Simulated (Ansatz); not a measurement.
## Structures of HfVS$_{3}$: which is lowest?

Plane-wave DFT in Ansatz with scalar-relativistic PAW potentials, cutoff 420 eV, Γ-centred meshes chosen by cell and gap, Gaussian smearing with energies taken to zero width. Every cell was relaxed (cell and atoms) in a run of its own, within the symmetry of its start. Functional: PBE.

Relaxed structures (starts from databases or built by putting these elements on another compound's sites):
A. P4mm, 5 atoms in the computed cell, a = 4.130 Å, c = 6.095 Å; sites (symmetry × multiplicity) Hf 4mm × 1, V 4mm × 1, S 2mm. × 2 + 4mm × 1; start: built
B. R3, 5 atoms in the computed cell, a = 5.958 Å, c = 9.457 Å; sites (symmetry × multiplicity) Hf 3. × 3, V 3. × 3, S 1 × 9; start: built

**Question.** Rank them by energy. Could pressure change the order?

**Answer.**
| structure | group | E − E(lowest) (meV/atom) | V (Å³/atom) | gap on mesh (eV) |
| --- | --- | --- | --- | --- |
| B | R3 | 0.0 | 19.38 | 0.00 |
| A | P4mm | 373 | 20.79 | 0.00 |

B is lowest, 373 meV/atom under A. The lowest is also the densest of these, so pressure wouldn't bring one of the others in at first order. Other structures may lie lower than all of these, and vibrations aren't counted.

Spin-orbit coupling is left out, which matters for the bands of heavy elements. The cell holds one magnetic atom, so it can only be ferromagnetic; an antiferromagnetic order may lie lower. Magnetic cells started from one order each; another order can shift an energy by tens of meV per atom.